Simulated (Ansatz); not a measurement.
# Beta-gallia alloy of Ga2O3 and Al2O3 (18 of 48 Ga sites exchanged), 120 atoms

Ansatz, PAW, plane waves. PBEsol relaxation of cell lengths and atoms (angles held) at the single k point (¼, ¼, ¼) without its symmetry partners; single points on the relaxed atoms at the single k point (¼, ¼, ¼) without its symmetry partners, onto which points of the small cell's zone fold. Arrangement: clustered. No spin–orbit coupling unless named.

Relaxed structure:

```
CELL_PARAMETERS angstrom
12.12343 0.00000 -0.00798
0.00000 8.99303 0.00000
-2.74238 0.00000 11.15502
ATOMIC_POSITIONS crystal
Al 0.40629 0.16754 0.09915
Al 0.40358 0.16792 0.60176
Al 0.40488 0.50000 0.09938
Al 0.40357 0.49996 0.60009
Al 0.40628 0.83247 0.09916
Al 0.40359 0.83203 0.60177
Al 0.16315 0.16689 0.66206
Al 0.16214 0.50001 0.15845
Al 0.16304 0.49998 0.66221
Al 0.16316 0.83307 0.66206
Al 0.09337 0.00003 0.89639
Al 0.09346 0.33454 0.89788
Al 0.09347 0.66552 0.89789
Al 0.33862 0.00001 0.84260
Al 0.33945 0.33554 0.34037
Al 0.33872 0.33360 0.84222
Al 0.33945 0.66444 0.34040
Al 0.33873 0.66644 0.84224
Ga 0.16175 0.16874 0.15430
Ga 0.16175 0.83131 0.15430
Ga 0.09483 0.99999 0.40232
Ga 0.09687 0.33413 0.40167
Ga 0.09686 0.66585 0.40167
Ga 0.91046 0.00003 0.10389
Ga 0.91445 0.00001 0.60384
Ga 0.91229 0.33496 0.10450
Ga 0.91459 0.33330 0.60386
Ga 0.91228 0.66510 0.10449
Ga 0.91462 0.66672 0.60386
Ga 0.65289 0.00001 0.15655
Ga 0.65265 0.99999 0.65706
Ga 0.65341 0.33373 0.15591
Ga 0.65306 0.33354 0.65741
Ga 0.65340 0.66628 0.15590
Ga 0.65306 0.66643 0.65740
Ga 0.33975 0.99998 0.34537
Ga 0.58683 0.16831 0.39668
Ga 0.58489 0.16661 0.89526
Ga 0.58537 0.49997 0.39622
Ga 0.58482 0.49999 0.89518
Ga 0.58683 0.83162 0.39669
Ga 0.58492 0.83337 0.89526
Ga 0.84174 0.16706 0.34259
Ga 0.84525 0.16691 0.84220
Ga 0.84144 0.49999 0.34315
Ga 0.84493 0.50001 0.84188
Ga 0.84174 0.83294 0.34258
Ga 0.84526 0.83312 0.84218
O 0.33504 0.17406 0.44631
O 0.33776 0.16700 0.94404
O 0.33818 0.49999 0.44377
O 0.33799 0.50002 0.94368
O 0.33504 0.82592 0.44633
O 0.33776 0.83305 0.94404
O 0.32890 0.17355 0.21571
O 0.32516 0.16690 0.71852
O 0.32643 0.49999 0.21538
O 0.32521 0.49997 0.71768
O 0.32891 0.82649 0.21572
O 0.32516 0.83306 0.71853
O 0.00629 0.16767 0.37429
O 0.01308 0.16715 0.87466
O 0.00569 0.49999 0.37535
O 0.01143 0.50003 0.87196
O 0.00629 0.83231 0.37430
O 0.01308 0.83290 0.87469
O 0.16668 0.00002 0.04944
O 0.16820 0.99998 0.56210
O 0.16304 0.34058 0.05190
O 0.16772 0.33350 0.56234
O 0.16307 0.65946 0.05191
O 0.16770 0.66645 0.56234
O 0.83453 0.00000 0.44706
O 0.83637 0.00001 0.94518
O 0.83347 0.33309 0.44744
O 0.83705 0.33370 0.94588
O 0.83349 0.66691 0.44744
O 0.83703 0.66634 0.94588
O 0.17519 0.00003 0.28152
O 0.17578 0.00003 0.78438
O 0.17783 0.33964 0.28175
O 0.17572 0.33355 0.78512
O 0.17783 0.66043 0.28175
O 0.17572 0.66650 0.78513
O 0.82551 0.99999 0.21885
O 0.82869 0.99998 0.71872
O 0.82593 0.33384 0.21855
O 0.82835 0.33301 0.71853
O 0.82593 0.66614 0.21856
O 0.82837 0.66693 0.71852
O 0.48641 0.00001 0.12400
O 0.48406 0.99998 0.62310
O 0.48739 0.33421 0.12303
O 0.48589 0.33381 0.62581
O 0.48738 0.66580 0.12303
O 0.48588 0.66614 0.62583
O 0.50041 0.99997 0.36988
O 0.49558 0.99997 0.86760
O 0.49649 0.33348 0.36856
O 0.49580 0.33326 0.86808
O 0.49649 0.66644 0.36854
O 0.49581 0.66672 0.86810
O 0.66192 0.16637 0.05283
O 0.66203 0.16694 0.55457
O 0.66301 0.50000 0.05242
O 0.66162 0.49998 0.55400
O 0.66192 0.83364 0.05283
O 0.66202 0.83303 0.55457
O 0.67005 0.16721 0.28018
O 0.67070 0.16643 0.78067
O 0.66975 0.50001 0.28042
O 0.67108 0.50003 0.78085
O 0.67004 0.83282 0.28018
O 0.67071 0.83361 0.78065
O 0.99942 0.16672 0.13039
O 0.00502 0.16658 0.63116
O 0.00353 0.50004 0.13222
O 0.00482 0.50000 0.63073
O 0.99941 0.83335 0.13039
O 0.00502 0.83347 0.63120
```

(1) What are the mean bond lengths by pair (pairs within 1.2 times the sum of covalent radii, less contacts 15 % beyond the pair's median; cation–cation pairs of compounds aside; long ionic contacts are cut short by that bound)?

(2) What gap lies between the top filled and the lowest empty level in the single points?

Results:

(1) Al–O 1.880 ± 0.094 Å (standard deviation, 90 bonds); Ga–O 1.933 ± 0.090 Å (standard deviation, 150 bonds).

(2) HSE06 5.47 eV (62 s on NVIDIA GB300). Away from Γ this isn't the crystal's band gap.
